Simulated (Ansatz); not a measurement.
Mechanical response of ReOs (P-6m2)

```yaml
crystal:
  lattice:
    - [2.74396, 0.00000, 0.00000]
    - [-1.37198, 2.37634, 0.00000]
    - [0.00000, 0.00000, 4.35328]
  atoms:
    - { symbol: Re, position: [0.66667, 0.33333, 0.50000] }
    - { symbol: Os, position: [0.00000, 0.00000, 0.00000] }
```

Unless marked otherwise, the numbers come from PBEsol, PAW on Ansatz 0.2.0's default frozen-core files (fitted under PBE), scalar-relativistic. k mesh 16×16×10, Fermi-Dirac smearing of 0.050 eV, cutoff 420 eV. The cell was relaxed by PAW under this functional. This phase needn't be the one found at ambient conditions.

The cell is hexagonal and carries a residual pressure of 0.00 GPa at this level. Each strain component that symmetry leaves independent is applied at ±0.003, the ions relax wherever a strain frees them, and the stress (tension positive, GPa) is read. Shears are engineering strains, γ = 2ε.

```json
{"strain": "xx", "size": "-0.003", "σxx": "-2.2054", "σyy": "-0.8301", "σzz": "-0.6817", "σyz": "0.0000", "σxz": "0.0000", "σxy": "0.0000"}
{"strain": "xx", "size": "+0.003", "σxx": "2.1484", "σyy": "0.8229", "σzz": "0.6484", "σyz": "0.0000", "σxz": "0.0000", "σxy": "0.0000"}
{"strain": "zz", "size": "-0.003", "σxx": "-0.6687", "σyy": "-0.6687", "σzz": "-2.5985", "σyz": "0.0000", "σxz": "0.0000", "σxy": "0.0000"}
{"strain": "zz", "size": "+0.003", "σxx": "0.6617", "σyy": "0.6617", "σzz": "2.5032", "σyz": "0.0000", "σxz": "0.0000", "σxy": "0.0000"}
{"strain": "yz", "size": "-0.003", "σxx": "-0.0019", "σyy": "-0.0010", "σzz": "-0.0160", "σyz": "-0.7714", "σxz": "0.0000", "σxy": "0.0000"}
{"strain": "yz", "size": "+0.003", "σxx": "-0.0019", "σyy": "-0.0010", "σzz": "-0.0160", "σyz": "0.7714", "σxz": "0.0000", "σxy": "0.0000"}
```

A central difference gives one constant, for example C11 ≈ (2.1484 − (-2.2054))/(0.006) = 725.6 GPa; the program then imposes the crystal's symmetry on the whole matrix.

(1) What are the independent elastic constants?

(2) Is the crystal stable against homogeneous strain?

(3) What moduli does a random aggregate of grains have?

(4) With the density of 22.021 g/cm³, how fast does sound travel, and what Debye temperature follows?

## Answers

(1) C11 = 725.6, C12 = 275.5, C13 = 221.7, C33 = 850.3, C44 = 257.1 GPa.

(2) The least eigenvalue of the 6×6 matrix is 225.1 GPa, so yes.

(3) Voigt and Reuss bounds: B from 414.9 to 415.5 and G from 250.3 to 253.4 GPa; their means are B = 415.2 and G = 251.8 GPa. Then E = 9BG/(3B + G) = 628.5 GPa, ν = (3B − 2G)/(6B + 2G) = 0.248 and B/G = 1.65, on the brittle side of Pugh's 1.75 (a rule of thumb).

(4) 

```tsv
direction	slow (m/s)	middle (m/s)	fast (m/s)
x	3197	3417	5740
y	3197	3417	5740
z	3417	3417	6214
```

The mean of v⁻³ over directions and branches gives v_m = 3748 m/s and θ_D = (ħ/k_B) v_m (6π²n)^(1/3) = 461 K, n being atoms per volume. Young's modulus spans 597 to 752 GPa over directions, and the universal anisotropy index is 0.06.

Caveats: frozen-core PAW files fitted under PBE, their cores solved anew for the functional of the run; responses of metals move with mesh and smearing; no spin-orbit coupling on heavy atoms.
